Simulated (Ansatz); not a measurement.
Input and command of a plane-wave DFT calculation in Ansatz:

```yaml
crystal:
  lattice:
    - [0.0, 1.743802157, 1.743802157]
    - [1.743802157, 0.0, 1.743802157]
    - [1.743802157, 1.743802157, 0.0]
  atoms:
    - { symbol: C, position: [0.0, 0.0, 0.0] }
    - { symbol: C, position: [0.25, 0.25, 0.25] }
basis:
  ecutwfc: 500
kpoints:
  mp_grid: { grid: [12, 12, 12] }
hamiltonian:
  xc: r2scan
scf:
  occupations: { method: gaussian, width: 0.02 }
output:
  forces: true
  stress: true
  eigenvalues: true
  write_density: true
  write_potential: true
  elf: true
  volumetric_format: npy
```

```bash
ansatz run input.yaml --threads 1 --pin off --max-ram 2560MiB --backend cpu --events-out ev --progress --plain --runs-dir out
```

Processor: Intel(R) Xeon(R) Platinum 8259CL CPU @ 2.50GHz (Skylake/Cascade Lake), 1 thread, on a host shared with other jobs.

**Question.** How long does it run, and how much memory does it take?

**Answer.** About 2.6 s on 1 thread of Intel(R) Xeon(R) Platinum 8259CL CPU @ 2.50GHz (Skylake/Cascade Lake), on a shared host, peak memory 0.34 GiB. It solves 8 bands at 72 k points (the mesh reduced by the symmetry that the task leaves, which can be less than the crystal's) with about 283 plane waves, in 6 SCF iterations.
